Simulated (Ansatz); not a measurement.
## What DFT gives for V3Co2

```yaml
crystal:
  lattice:
    - [6.50693, 0.00000, 0.00000]
    - [0.00000, 6.50693, 0.00000]
    - [0.00000, 0.00000, 3.26896]
  atoms:
    - { symbol: V, position: [0.00000, 0.00000, 0.00000] }
    - { symbol: V, position: [0.50000, 0.50000, 0.00000] }
    - { symbol: V, position: [0.18000, 0.68000, 0.50000] }
    - { symbol: V, position: [0.32000, 0.18000, 0.50000] }
    - { symbol: V, position: [0.82000, 0.32000, 0.50000] }
    - { symbol: V, position: [0.68000, 0.82000, 0.50000] }
    - { symbol: Co, position: [0.38000, 0.88000, 0.00000] }
    - { symbol: Co, position: [0.12000, 0.38000, 0.00000] }
    - { symbol: Co, position: [0.62000, 0.12000, 0.00000] }
    - { symbol: Co, position: [0.88000, 0.62000, 0.00000] }
```

Single point in Ansatz 0.2.0 with r2SCAN, with U_eff = 6.46 eV on Co d, U_eff = 1.68 eV on V d (all-electron-ortho-atomic projectors), no spin polarisation. Cutoff 500 eV, PAW datasets, 5×5×10 Γ-centred k mesh, fermi-dirac filling (width 0.1 eV).

Problem. Which element gives electrons and which takes them?

Solution. Bader charges in e: V +0.67 to +0.94, Co -1.27. In the mean V gives up most and Co takes most.

Problem. What happens at the Fermi level?

Solution. It is a metal, with about 17 states/eV a cell as the mean within 0.25 eV of the Fermi level, mostly V d (71 %) and Co d (19 %).

Problem. Is the cell too large or too small?

Solution. The pressure is -18.7 GPa (compression positive), so with the atoms held at these fractions the cell would first shrink; the forces are large, so a full relaxation may end otherwise. The principal stresses -19.8, -18.1, -18.1 GPa differ, so its shape would change too.

Problem. Where is the largest force?

Solution. The largest is on Co9 (and as large on other atoms): 1.12 eV/Å, components (0.79, 0.79, 0.00). It makes 180° with the line to a nearest neighbour, Co7 at 2.21 Å, pointing away from it.

Problem. What do density and ELF say about some of the short contacts?

Solution. Co–Co at 2.21 Å: least valence density 0.54 e/Å³ and ELF 0.24 there. V–Co at 2.46 Å: least valence density 0.37 e/Å³ and ELF 0.29 there. V–V at 2.89 Å: least valence density 0.20 e/Å³ and ELF 0.27 there. These are pseudo-fields; inside the PAW spheres they differ from the all-electron ones.

Origin: a known structure type with other elements, at an estimated volume, so it need not be a known compound. Caveats: no spin polarisation, so a magnetic state may lie lower; atoms or cell far from equilibrium.

Cost: 4.1 min on 1 thread of Arm Neoverse V2, on a shared host, peak memory 1.7 GiB (start from a saved density). The time holds forces, stress, Bader, DOS, bands, ELF.
